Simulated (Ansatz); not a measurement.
Recipe of this trial structure of LaF5: random cell by space group and Wyckoff sites (Cmmm, No. 65). Lengths were set from tabulated atomic sizes, so they are only a guess.

```cif
data_structure
_symmetry_space_group_name_H-M 'Cmmm'
_symmetry_Int_Tables_number 65
_cell_length_a 4.5886
_cell_length_b 6.1244
_cell_length_c 6.1998
_cell_angle_alpha 90.000
_cell_angle_beta 90.000
_cell_angle_gamma 90.000
_cell_volume 174.23
loop_
_atom_site_label
_atom_site_type_symbol
_atom_site_symmetry_multiplicity
_atom_site_Wyckoff_symbol
_atom_site_fract_x
_atom_site_fract_y
_atom_site_fract_z
_atom_site_occupancy
La1 La 2 b 0.50000 0.00000 0.00000 1
F1 F 4 f 0.25000 0.25000 0.50000 1
F2 F 4 l 0.50000 0.00000 0.65527 1
F3 F 2 a 0.00000 0.00000 0.00000 1
```

Method: Ansatz 0.2.0, DFT PBE, scalar-relativistic, plane waves, PAW. Cutoff 420 eV, Gaussian smearing, Γ-centred meshes. Cell and atoms relax first on a coarse mesh and then on a finer one. In between, the cell is made exact in the group found at 0.06 Å. In metals the finer mesh still leaves noise of several meV/atom or more. The steps can't lower the symmetry of their start. No spin polarisation.

A guess keeps its type if space group and coordination stay and the shape of the cell changes little (axis ratios within about 15 %, angles within 6°); the volume may change.

Question: Does it keep its structure type, or change into something else?

Answer: It doesn't keep its type. The symmetry stays Cmmm (No. 65). The volume per atom grows by 131.7 %, from 14.5 to 33.6 Å³. The shortest distance goes from 1.93 Å (F–F) to 2.11 Å (La–F). Counting neighbours within 15 % of an atom's shortest distance, the start has F 2/6, La 4 and the end F 2, La 4. In detail, at the end La has 2 F at 2.11 Å and 2 F at 2.24 Å; around F on a site of symmetry 2/m lie 2 F at 2.24 Å (long against covalent radii, as for large ions); F on a site of symmetry mm2 is surrounded by 1 La at 2.11 Å and 1 F at 2.27 Å; 1 more site not described.

```cif
data_structure
_symmetry_space_group_name_H-M 'Cmmm'
_symmetry_Int_Tables_number 65
_cell_length_a 4.4860
_cell_length_b 13.8889
_cell_length_c 6.4787
_cell_angle_alpha 90.000
_cell_angle_beta 90.000
_cell_angle_gamma 90.000
_cell_volume 403.66
loop_
_atom_site_label
_atom_site_type_symbol
_atom_site_symmetry_multiplicity
_atom_site_Wyckoff_symbol
_atom_site_fract_x
_atom_site_fract_y
_atom_site_fract_z
_atom_site_occupancy
La1 La 2 b 0.50000 0.00000 0.00000 1
F1 F 4 f 0.75000 0.75000 0.50000 1
F2 F 4 l 0.50000 0.00000 0.67505 1
F3 F 2 a 0.00000 0.00000 0.00000 1
```

Formation energies are uncorrected and refer to the elements' standard structures at the same level (F₂ as a molecule).

Question: At what energy does it end?

Answer: −2.07 eV/atom.

The last run used a 10×10×6 mesh (in the run's order of axes) for its 6-atom cell and Gaussian smearing of 0.10 eV. No dispersion correction is applied, so the spacing and binding between layers, chains or molecules are poorly described. The cell is a metal run without spin; a magnetic state may lie lower. Symmetry constrained the relaxation, so the result can be a saddle point. Another cell of LaF5 relaxed alike, in P-6m2, lies 0.32 eV/atom lower, so this cell isn't the stable form at this level.

In counts of neighbours, a slash parts the counts of unlike sites.
